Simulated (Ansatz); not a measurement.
**NaHPb$_{2}$: relaxation (Ansatz)**

Input:

```yaml
crystal:
  lattice:
    - [0.0, -2.27612, 3.626202]
    - [1.454826, -1.750487, -3.626202]
    - [6.299741, 0.0, 0.0]
  atoms:
    - { symbol: Na, position: [0.0, 0.0, 0.0] }
    - { symbol: Pb, position: [0.5833, 0.1666, 0.2501] }
    - { symbol: Pb, position: [0.4167, 0.8334, 0.7499] }
    - { symbol: H, position: [0.5, 0.0, 0.5] }
  symmetry: { tolerance: 0.0003 }
kpoints:
  mp_grid: { grid: [7, 7, 7], shift: [0, 0, 0] }
magnetization:
  spin_polarized: false
scf:
  occupations: { method: fermi_dirac }
  lower_state_search: "off"
hamiltonian:
  pseudopotentials: { kind: paw }
  xc: r2scan
basis:
  ecutwfc: 500
  fft_grid_basis: typed
relax:
  max_steps: 60
  cell: { p_target: 0.0 }
output:
  forces: true
  stress: true
  eigenvalues: true
  bader: true
  populations: true
  elf: true
  write_potential: true
  volumetric_format: npy
  dos:
    e_range: [-12, 8]
    de: 0.05
    projected: { site_lists: { H: [H], Na: [Na], Pb: [Pb] } }
  write_density: true
checkpoint:
  read: saved_state
```

The command:

```bash
ansatz run input.yaml --threads 2 --pin off --max-ram 3584MiB --backend cpu --events-out ev --progress --plain --runs-dir out
```

Origin of the cell: a known structure type with other elements, at an estimated volume, so it need not be a known compound.

The smearing width isn't typed, so it takes its default of 0.1 eV.

The saved state is a converged single point of the same cell.

Steps («new basis» is an SCF on plane waves selected anew at the same cell):

```json
{"step": "1", "ΔF (meV/atom)": "0.0", "max force component (eV/Å)": "8.568", "P (GPa)": "23.21", "volume (Å³)": "91.98", "SCF iterations": "6", "step was": "accepted"}
{"step": "2", "ΔF (meV/atom)": "-706.1", "max force component (eV/Å)": "1.775", "P (GPa)": "11.26", "volume (Å³)": "98.27", "SCF iterations": "8", "step was": "accepted"}
{"step": "3", "ΔF (meV/atom)": "-862.9", "max force component (eV/Å)": "0.934", "P (GPa)": "6.41", "volume (Å³)": "106.72", "SCF iterations": "7", "step was": "accepted"}
{"step": "4", "ΔF (meV/atom)": "-951.5", "max force component (eV/Å)": "0.268", "P (GPa)": "3.38", "volume (Å³)": "113.75", "SCF iterations": "7", "step was": "accepted"}
{"step": "5", "ΔF (meV/atom)": "-998.9", "max force component (eV/Å)": "0.066", "P (GPa)": "1.51", "volume (Å³)": "118.69", "SCF iterations": "7", "step was": "accepted"}
{"step": "6", "ΔF (meV/atom)": "-1041.0", "max force component (eV/Å)": "0.214", "P (GPa)": "0.47", "volume (Å³)": "119.79", "SCF iterations": "8", "step was": "accepted"}
{"step": "7", "ΔF (meV/atom)": "-1089.6", "max force component (eV/Å)": "0.250", "P (GPa)": "-0.26", "volume (Å³)": "118.77", "SCF iterations": "8", "step was": "accepted"}
{"step": "8", "ΔF (meV/atom)": "-1141.3", "max force component (eV/Å)": "0.157", "P (GPa)": "-0.87", "volume (Å³)": "116.51", "SCF iterations": "9", "step was": "accepted"}
{"step": "9", "ΔF (meV/atom)": "-1205.3", "max force component (eV/Å)": "0.131", "P (GPa)": "-0.95", "volume (Å³)": "109.58", "SCF iterations": "7", "step was": "accepted"}
{"step": "10", "ΔF (meV/atom)": "-1255.6", "max force component (eV/Å)": "0.224", "P (GPa)": "-0.55", "volume (Å³)": "100.86", "SCF iterations": "8", "step was": "accepted"}
{"step": "11", "ΔF (meV/atom)": "-1277.5", "max force component (eV/Å)": "0.070", "P (GPa)": "0.53", "volume (Å³)": "91.88", "SCF iterations": "9", "step was": "accepted"}
{"step": "12", "ΔF (meV/atom)": "-1277.2", "max force component (eV/Å)": "0.018", "P (GPa)": "-0.62", "volume (Å³)": "93.55", "SCF iterations": "6", "step was": "rejected"}
{"step": "13", "ΔF (meV/atom)": "-1278.0", "max force component (eV/Å)": "0.013", "P (GPa)": "0.00", "volume (Å³)": "93.27", "SCF iterations": "8", "step was": "accepted"}
{"step": "14", "ΔF (meV/atom)": "-1278.1", "max force component (eV/Å)": "0.004", "P (GPa)": "-0.01", "volume (Å³)": "93.08", "SCF iterations": "5", "step was": "accepted"}
{"step": "15", "ΔF (meV/atom)": "-1333.3", "max force component (eV/Å)": "0.008", "P (GPa)": "2.71", "volume (Å³)": "93.08", "SCF iterations": "9", "step was": "new basis"}
{"step": "16", "ΔF (meV/atom)": "-1357.9", "max force component (eV/Å)": "0.019", "P (GPa)": "2.03", "volume (Å³)": "93.83", "SCF iterations": "6", "step was": "accepted"}
{"step": "17", "ΔF (meV/atom)": "-1377.3", "max force component (eV/Å)": "0.002", "P (GPa)": "0.95", "volume (Å³)": "95.92", "SCF iterations": "8", "step was": "accepted"}
{"step": "18", "ΔF (meV/atom)": "-1384.0", "max force component (eV/Å)": "0.008", "P (GPa)": "0.26", "volume (Å³)": "97.73", "SCF iterations": "8", "step was": "accepted"}
{"step": "19", "ΔF (meV/atom)": "-1384.6", "max force component (eV/Å)": "0.004", "P (GPa)": "-0.03", "volume (Å³)": "98.57", "SCF iterations": "7", "step was": "accepted"}
{"step": "20", "ΔF (meV/atom)": "-1384.6", "max force component (eV/Å)": "0.007", "P (GPa)": "0.07", "volume (Å³)": "98.25", "SCF iterations": "9", "step was": "accepted"}
{"step": "21", "ΔF (meV/atom)": "-1384.6", "max force component (eV/Å)": "0.000", "P (GPa)": "-0.01", "volume (Å³)": "98.49", "SCF iterations": "7", "step was": "accepted"}
{"step": "22", "ΔF (meV/atom)": "-1384.8", "max force component (eV/Å)": "0.000", "P (GPa)": "0.00", "volume (Å³)": "98.49", "SCF iterations": "8", "step was": "new basis"}
```

The starting structure.

Space group R-3m (No. 166); the run's cell has a = 4.281 Å, b = 4.281 Å, c = 6.300 Å, α = 70.14°, β = 90.00°, γ = 120.00°. Shortest distances: H–Pb 1.45 Å, Na–Pb 2.87 Å, Pb–Pb 2.90 Å.

After:

Space group R-3m (No. 166); the run's cell has a = 3.486 Å, b = 3.486 Å, c = 9.571 Å, α = 79.51°, β = 90.00°, γ = 120.00°. Shortest distances: H–Pb 2.01 Å, Na–Pb 3.35 Å, Na–Na 3.49 Å, Pb–Pb 3.49 Å, H–H 3.49 Å.

```
CELL_PARAMETERS angstrom
0.00000 -1.85341 2.95276
1.18464 -1.42539 -2.95276
9.39646 1.54157 0.96762
ATOMIC_POSITIONS crystal
Na 0.00000 0.00000 0.00000
Pb 0.57144 0.14287 0.28569
Pb 0.42856 0.85713 0.71431
H 0.50000 0.00000 0.50000
```

* Free energy lowered by: 1384.8 meV/atom
* Volume change: 7.07 %
* Final pressure: 0.00 GPa
* Relaxation steps listed: 22
* Formation energy (elements under the same functional, gases as molecules, uncorrected): 0.085 eV/atom
* Gap on the mesh: none (metal)

Caveats: no spin-orbit coupling, though heavy elements are present; the given cell is far from equilibrium, with atoms too close or a volume far off; the k mesh is coarse if the cell is a metal; the relaxation held the start's symmetry, so the end may be a saddle point.

Time: 3.5 min on 2 threads of Arm Neoverse V2 (shared host), peak memory 0.67 GiB, from a saved density.
